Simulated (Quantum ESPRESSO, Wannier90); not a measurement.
# Tight-binding from DFT: InHO₂ (Pmn2₁)

Materials Project entry mp-504535; symmetrised, unrelaxed at this level. COD (Crystallography Open Database) has an entry of this formula and space group (matched by these alone). Level: PBEsol, spinors with spin-orbit coupling; pw.x of Quantum ESPRESSO at 68 Ry with PseudoDojo potentials, 6×4×4 k-points, Wannier90. Density: 10×8×6 mesh, Gaussian smearing 0.01 Ry.

On the energy scale of pw.x, whose zero is arbitrary, the valence-band maximum lies at 7.35 eV.

Input w.win:

```
num_bands = 32
num_wann = 32
exclude_bands = 9-28,53-100
spinors = true
num_iter = 1000
conv_tol = 1.0e-6
conv_window = 4
write_hr = true
write_u_matrices = true
auto_projections = true
begin unit_cell_cart
ang
    3.2985000000    0.0000000000    0.0000000000
    0.0000000000    4.5905200000    0.0000000000
    0.0000000000    0.0000000000    5.3021300000
end unit_cell_cart
begin atoms_frac
In   0.0000000000 -0.2720600000  0.0003500000
In   0.5000000000  0.2720600000 -0.4996500000
H    0.0000000000 -0.1989000000  0.4791100000
H    0.5000000000  0.1989000000 -0.0208900000
O    0.0000000000 -0.4771800000 -0.3614900000
O    0.5000000000  0.4771800000  0.1385100000
O    0.0000000000 -0.0184200000  0.3640300000
O    0.5000000000  0.0184200000 -0.1359700000
end atoms_frac
mp_grid = 6 4 4
begin kpoints
0.0000000000 0.0000000000 0.0000000000
0.0000000000 0.0000000000 0.2500000000
0.0000000000 0.0000000000 0.5000000000
... (93 more lines: the 6x4x4 mesh through Gamma)
end kpoints
```

Input of pw2wannier90.x that gives the overlap and projection files (equivalent; here they were cut from one run over all bands):

```
&inputpp
  outdir = './out'
  prefix = 'pwscf'
  seedname = 'w'
  write_amn = .true.
  write_mmn = .true.
  scdm_proj = .true.
  scdm_entanglement = 'isolated'
/
```

Output w.wout (banner and timings cut):

```
                                    ------
                                    SYSTEM
                                    ------

                              Lattice Vectors (Ang)
                    a_1     3.298500   0.000000   0.000000
                    a_2     0.000000   4.590520   0.000000
                    a_3     0.000000   0.000000   5.302130

                   Unit Cell Volume:      80.28395  (Ang^3)

                        Reciprocal-Space Vectors (Ang^-1)
                    b_1     1.904861   0.000000   0.000000
                    b_2     0.000000   1.368731   0.000000
                    b_3     0.000000   0.000000   1.185030

 *----------------------------------------------------------------------------*
 |   Site       Fractional Coordinate          Cartesian Coordinate (Ang)     |
 +----------------------------------------------------------------------------+
 | in   1   0.00000  -0.27206   0.00035   |    0.00000  -1.24890   0.00186    |
 | in   2   0.50000   0.27206  -0.49965   |    1.64925   1.24890  -2.64921    |
 | h    1   0.00000  -0.19890   0.47911   |    0.00000  -0.91305   2.54030    |
 | h    2   0.50000   0.19890  -0.02089   |    1.64925   0.91305  -0.11076    |
 | o    1   0.00000  -0.47718  -0.36149   |    0.00000  -2.19050  -1.91667    |
 | o    2   0.50000   0.47718   0.13851   |    1.64925   2.19050   0.73440    |
 | o    3   0.00000  -0.01842   0.36403   |    0.00000  -0.08456   1.93013    |
 | o    4   0.50000   0.01842  -0.13597   |    1.64925   0.08456  -0.72093    |
 *----------------------------------------------------------------------------*
                                ------------
                                K-POINT GRID
                                ------------

             Grid size =  6 x  4 x  4      Total points =   96

 *---------------------------------- MAIN ------------------------------------*
 |  Number of Wannier Functions               :                32             |
 |  Number of Objective Wannier Functions     :                32             |
 |  Number of input Bloch states              :                32             |
 |  Output verbosity (1=low, 5=high)          :                 1             |
 |  Timing Level (1=low, 5=high)              :                 1             |
 |  Optimisation (0=memory, 3=speed)          :                 3             |
 |  Length Unit                               :               Ang             |
 |  Post-processing setup (write *.nnkp)      :                 F             |
 |  Using Gamma-only branch of algorithms     :                 F             |
 *----------------------------------------------------------------------------*
 *------------------------------- WANNIERISE ---------------------------------*
 |  Total number of iterations                :              1000             |
 |  Number of CG steps before reset           :                 5             |
 |  Trial step length for line search         :             2.000             |
 |  Convergence tolerence                     :         0.100E-05             |
 |  Convergence window                        :                 4             |
 |  Iterations between writing output         :                 1             |
 |  Iterations between backing up to disk     :               100             |
 |  Write r^2_nm to file                      :                 F             |
 |  Write xyz WF centres to file              :                 F             |
 |  Write on-site energies <0n|H|0n> to file  :                 F             |
 |  Use guiding centre to control phases      :                 F             |
 |  Use phases for initial projections        :                 F             |
 *----------------------------------------------------------------------------*
 *-------------------------------- PLOTTING ----------------------------------*
 |  Plotting Hamiltonian in WF basis          :                 T             |
 *----------------------------------------------------------------------------*

 *---------------------------------- K-MESH ----------------------------------*
 +----------------------------------------------------------------------------+
 |                    Distance to Nearest-Neighbour Shells                    |
 |                    ------------------------------------                    |
 |          Shell             Distance (Ang^-1)          Multiplicity         |
 |          -----             -----------------          ------------         |
 |             1                   0.296258                      2            |
 |             2                   0.317477                      2            |
 |             3                   0.342183                      2            |
 |             4                   0.434235                      4            |
 |             5                   0.452612                      4            |
 |             6                   0.466777                      4            |
 |             7                   0.552855                      8            |
 |             8                   0.592515                      2            |
       ... (lines left out)
 +----------------------------------------------------------------------------+
 | The b-vectors are chosen automatically                                     |
 | The following shells are used:                       1,  2,  3             |
 +----------------------------------------------------------------------------+
 |                        Shell   # Nearest-Neighbours                        |
 |                        -----   --------------------                        |
 |                          1               2                                 |
 |                          2               2                                 |
 |                          3               2                                 |
 +----------------------------------------------------------------------------+
 | Completeness relation is fully satisfied [Eq. (B1), PRB 56, 12847 (1997)]  |
 +----------------------------------------------------------------------------+
 |                  b_k Vectors (Ang^-1) and Weights (Ang^2)                  |
 |                  ----------------------------------------                  |
 |            No.         b_k(x)      b_k(y)      b_k(z)        w_b           |
 |            ---        --------------------------------     --------        |
 |             1         0.000000    0.000000    0.296258     5.696800        |
 |             2         0.000000    0.000000   -0.296258     5.696800        |
 |             3         0.317477    0.000000    0.000000     4.960732        |
 |             4        -0.317477    0.000000    0.000000     4.960732        |
 |             5         0.000000    0.342183    0.000000     4.270257        |
 |             6         0.000000   -0.342183    0.000000     4.270257        |
 +----------------------------------------------------------------------------+
 |                           b_k Directions (Ang^-1)                          |
 |                           -----------------------                          |
 |            No.           x           y           z                         |
 |            ---        --------------------------------                     |
 |             1         0.000000    0.000000    0.296258                     |
 |             2         0.317477    0.000000    0.000000                     |
 |             3         0.000000    0.342183    0.000000                     |
 +----------------------------------------------------------------------------+

 Starting a new Wannier90 calculation ...

 Reading overlaps from w.mmn

 Reading projections from w.amn

 *------------------------------- WANNIERISE ---------------------------------*
 +--------------------------------------------------------------------+<-- CONV
 | Iter  Delta Spread     RMS Gradient      Spread (Ang^2)            |<-- CONV
 +--------------------------------------------------------------------+<-- CONV

 ------------------------------------------------------------------------------
 Initial State
  WF centre and spread    1  (  1.349969,  0.011883, -0.794612 )     1.43191121
  WF centre and spread    2  ( -0.275222,  0.005774,  1.871209 )     1.71210558
  WF centre and spread    3  ( -1.463093,  2.201833,  0.654931 )     2.35652441
  WF centre and spread    4  (  0.150869, -2.238492, -2.021785 )     2.59182821
  WF centre and spread    5  (  0.123919, -0.149754,  1.711350 )     1.72761817
  WF centre and spread    6  ( -1.509679,  0.176589, -0.958565 )     1.44843328
  WF centre and spread    7  (  1.528159,  2.009602,  0.558895 )     2.56753342
  WF centre and spread    8  ( -0.077475, -2.074281, -2.109903 )     2.31913871
  WF centre and spread    9  (  1.585962,  2.249754,  1.081354 )     1.98103180
  WF centre and spread   10  ( -0.054767, -2.261792, -1.612914 )     2.08023413
  WF centre and spread   11  (  0.158394,  0.229124,  2.055841 )     1.86705581
  WF centre and spread   12  ( -1.498743, -0.201564, -0.596586 )     1.82288227
  WF centre and spread   13  ( -1.642962,  0.412412, -0.586257 )     7.16157310
  WF centre and spread   14  ( -0.012332, -0.340075,  2.173552 )     2.03750661
  WF centre and spread   15  ( -1.682093, -2.169226,  0.738560 )     2.67194580
  WF centre and spread   16  ( -0.034169,  2.147405, -1.969767 )     2.24809303
  WF centre and spread   17  (  1.507817,  1.366988,  2.587231 )    10.84411977
  WF centre and spread   18  ( -0.016689, -1.423378, -0.108427 )    11.53358034
  WF centre and spread   19  ( -1.646732,  1.576439, -2.160372 )     7.90811027
  WF centre and spread   20  (  0.242904, -1.197355, -0.299271 )     8.24494519
  WF centre and spread   21  ( -0.132771, -1.280902, -0.322451 )     8.25193044
  WF centre and spread   22  ( -1.291444,  1.070542,  2.335548 )    10.98754603
  WF centre and spread   23  ( -1.664851,  1.070623,  2.458674 )    10.47838900
  WF centre and spread   24  (  0.119899, -1.560775,  0.803972 )     7.67195414
  WF centre and spread   25  (  0.141354, -1.018417,  0.296921 )     8.94022761
  WF centre and spread   26  ( -1.476164,  1.036558, -2.858232 )    11.60644717
  WF centre and spread   27  (  0.145832, -1.482180,  0.042650 )    12.10224109
  WF centre and spread   28  (  1.171421,  1.160605, -2.456418 )    13.81811355
  WF centre and spread   29  ( -1.356001,  1.531103, -2.661174 )    14.79406536
  WF centre and spread   30  ( -1.732864,  1.852294,  2.135762 )    15.14194842
  WF centre and spread   31  ( -1.618615,  0.167585, -0.694215 )    18.58857446
  WF centre and spread   32  ( -0.548370, -1.690514, -0.551970 )    14.65767023
  Sum of centres and spreads (-11.508536,  1.188408, -1.256467 )   223.59527858

      0     0.224E+03     0.0000000000      223.5952785594  <-- CONV
        O_D=     11.1422434 O_OD=    184.6450776 O_TOT=    223.5952786 <-- SPRD
 ------------------------------------------------------------------------------
      1    -0.315E+02     6.6881246959      192.0810810367  <-- CONV
        O_D=      8.0556697 O_OD=    156.2174538 O_TOT=    192.0810810 <-- SPRD
      2    -0.218E+02     5.7533332317      170.2914920911  <-- CONV
        O_D=      7.2498688 O_OD=    135.2336657 O_TOT=    170.2914921 <-- SPRD
      3    -0.120E+02     5.4523219722      158.3055642476  <-- CONV
        O_D=      6.3401073 O_OD=    124.1574994 O_TOT=    158.3055642 <-- SPRD
      4    -0.732E+01     5.3426430866      150.9822767573  <-- CONV
        O_D=      5.6502751 O_OD=    117.5240441 O_TOT=    150.9822768 <-- SPRD
      5    -0.918E+01     4.6680483517      141.8009557398  <-- CONV
        O_D=      5.7093106 O_OD=    108.2836876 O_TOT=    141.8009557 <-- SPRD
       ... (lines left out)
    100    -0.336E-02     0.0632724976       30.1295894287  <-- CONV
        O_D=      0.0092214 O_OD=      2.3124105 O_TOT=     30.1295894 <-- SPRD
       ... (lines left out)
    200    -0.987E-04     0.0099111599       29.9274899741  <-- CONV
        O_D=      0.0079383 O_OD=      2.1115942 O_TOT=     29.9274900 <-- SPRD
       ... (lines left out)
    280    -0.730E-06     0.0009241862       29.9256493092  <-- CONV
        O_D=      0.0079163 O_OD=      2.1097754 O_TOT=     29.9256493 <-- SPRD
    281    -0.709E-06     0.0013825978       29.9256486003  <-- CONV
        O_D=      0.0079162 O_OD=      2.1097748 O_TOT=     29.9256486 <-- SPRD
    282    -0.850E-06     0.0009047496       29.9256477507  <-- CONV
        O_D=      0.0079161 O_OD=      2.1097741 O_TOT=     29.9256478 <-- SPRD
             <<<     Delta < 1.000E-06  over  4 iterations     >>>
             <<< Wannierisation convergence criteria satisfied >>>
 Final State
  WF centre and spread    1  (  1.321903, -0.133012, -0.634594 )     0.87610481
  WF centre and spread    2  ( -0.327347,  0.133013,  2.016468 )     0.87610287
  WF centre and spread    3  ( -1.343023,  2.419175,  0.672217 )     1.01704704
  WF centre and spread    4  (  0.306239, -2.419150, -1.978862 )     1.01706279
  WF centre and spread    5  (  0.000096, -0.209486,  1.571780 )     0.91123140
  WF centre and spread    6  ( -1.649156,  0.209483, -1.079286 )     0.91122707
  WF centre and spread    7  (  1.647951,  1.922386,  0.523459 )     0.93419229
  WF centre and spread    8  ( -0.001328, -1.922388, -2.127608 )     0.93419138
  WF centre and spread    9  (  1.649467,  2.128810,  1.078363 )     1.09838117
  WF centre and spread   10  (  0.000222, -2.128807, -1.572703 )     1.09838360
  WF centre and spread   11  (  0.327228,  0.133155,  2.016590 )     0.87617774
  WF centre and spread   12  ( -1.322022, -0.133154, -0.634473 )     0.87617817
  WF centre and spread   13  ( -1.649229,  0.426478, -0.432690 )     0.75268864
  WF centre and spread   14  (  0.000021, -0.426476,  2.218378 )     0.75268648
  WF centre and spread   15  ( -1.954343, -2.169089,  0.673646 )     1.01559377
  WF centre and spread   16  ( -0.305079,  2.169063, -1.977402 )     1.01557673
  WF centre and spread   17  (  0.327297,  0.133061,  2.016536 )     0.87614849
  WF centre and spread   18  ( -1.321957, -0.133077, -0.634541 )     0.87614368
  WF centre and spread   19  ( -2.992690,  2.170104, -1.977407 )     1.01582542
  WF centre and spread   20  (  1.321976, -0.133074, -0.634484 )     0.87618020
  WF centre and spread   21  (  0.000126, -2.127040, -1.573464 )     1.10046758
  WF centre and spread   22  ( -0.327277,  0.133105,  2.016527 )     0.87613779
  WF centre and spread   23  ( -3.298519, -0.426477,  2.218376 )     0.75268490
  WF centre and spread   24  (  1.343604, -2.170064,  0.673203 )     1.01610848
  WF centre and spread   25  (  0.000000, -0.209483,  1.571779 )     0.91122727
  WF centre and spread   26  ( -1.649284,  1.922567, -4.778990 )     0.93405330
  WF centre and spread   27  ( -1.343580, -2.170118,  0.673158 )     1.01615233
  WF centre and spread   28  (  1.649214,  0.209453, -1.079306 )     0.91118078
  WF centre and spread   29  ( -0.305444,  2.169325, -1.976814 )     1.01525672
  WF centre and spread   30  ( -1.649238,  2.128382,  1.078179 )     1.09888900
  WF centre and spread   31  ( -1.649232,  0.426492, -0.432710 )     0.75270177
  WF centre and spread   32  ( -0.000475, -1.923179, -2.128911 )     0.93366409
  Sum of centres and spreads (-13.193880, -0.000022, -4.635586 )    29.92564777

         Spreads (Ang^2)       Omega I      =    27.807957551
        ================       Omega D      =     0.007916126
                               Omega OD     =     2.109774074
    Final Spread (Ang^2)       Omega Total  =    29.925647751
```
